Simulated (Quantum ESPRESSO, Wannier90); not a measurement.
## Wannierisation of PtSe2 (CdI2 type)

Structure: Materials Project mp-1115, symmetrised, not relaxed again. COD (Crystallography Open Database) has an entry of this formula and space group (matched by these alone). Computed values, not measurements, from PBEsol: Quantum ESPRESSO (norm-conserving PseudoDojo potentials, cutoff 69 Ry, no spin polarisation, no spin-orbit coupling) on a Γ-centred 12×12×6 mesh, then Wannier90. Density: 12×12×6 mesh, Gaussian smearing 0.01 Ry. The cell is built of weakly bound layers, chains or molecules, whose nearest atoms lie 3.85 Å apart. Database cells relaxed without dispersion often hold them too far apart, which can enlarge gaps and weakens couplings between them; spacing and stacking were not compared with the measured crystal. Spin-orbit coupling is left out although heavy elements are present.

```
begin unit_cell_cart
ang
    3.7173100460    0.0000000000    0.0000000000
   -1.8586550230    3.2192849336    0.0000000000
    0.0000000000    0.0000000000    5.8200700000
end unit_cell_cart
mp_grid = 12 12 6
```

### Question
Which shells of neighbouring k-points and which b-vectors and weights does Wannier90 pick for this cell and mesh?

### Answer
```
 *---------------------------------- K-MESH ----------------------------------*
 +----------------------------------------------------------------------------+
 |                    Distance to Nearest-Neighbour Shells                    |
 |                    ------------------------------------                    |
 |          Shell             Distance (Ang^-1)          Multiplicity         |
 |          -----             -----------------          ------------         |
 |             1                   0.162644                      6            |
 |             2                   0.179929                      2            |
 |             3                   0.242544                     12            |
 |             4                   0.281708                      6            |
 |             5                   0.325289                      6            |
 |             6                   0.334266                     12            |
 |             7                   0.359857                      2            |
 |             8                   0.371735                     12            |
       ... (lines left out)
 +----------------------------------------------------------------------------+
 | The b-vectors are chosen automatically                                     |
 | The following shells are used:                       1,  2                 |
 +----------------------------------------------------------------------------+
 |                        Shell   # Nearest-Neighbours                        |
 |                        -----   --------------------                        |
 |                          1               6                                 |
 |                          2               2                                 |
 +----------------------------------------------------------------------------+
 | Completeness relation is fully satisfied [Eq. (B1), PRB 56, 12847 (1997)]  |
 +----------------------------------------------------------------------------+
 |                  b_k Vectors (Ang^-1) and Weights (Ang^2)                  |
 |                  ----------------------------------------                  |
 |            No.         b_k(x)      b_k(y)      b_k(z)        w_b           |
 |            ---        --------------------------------     --------        |
 |             1         0.000000    0.162644    0.000000    12.600864        |
 |             2         0.140854    0.081322    0.000000    12.600864        |
 |             3         0.000000   -0.162644    0.000000    12.600864        |
 |             4         0.140854   -0.081322    0.000000    12.600864        |
 |             5        -0.140854   -0.081322    0.000000    12.600864        |
 |             6        -0.140854    0.081322    0.000000    12.600864        |
 |             7         0.000000    0.000000    0.179929    15.444334        |
 |             8         0.000000    0.000000   -0.179929    15.444334        |
```
